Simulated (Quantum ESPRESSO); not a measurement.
```xyz
2
Lattice="0.0000 3.0237 3.0237 3.0237 0.0000 3.0237 3.0237 3.0237 0.0000" Properties=species:S:1:pos:R:3 pbc="T T T"
Ga     0.0000     0.0000     0.0000
Sb     1.5119     1.5119     1.5119
```

Cell and atoms were relaxed with LDA from Materials Project entry mp-1156, within its symmetry.

Q: What does LDA (pw.x of Quantum ESPRESSO, ONCV potentials, without SOC) give for the electronic structure near the Fermi level?

A: The LDA gap is direct, 0.07 eV at Γ. Spin-orbit coupling is left out, which matters for elements this heavy: edges can move by tenths of an eV. So small a LDA gap in heavy elements may be inverted, where one-shot corrections to single bands mislead.
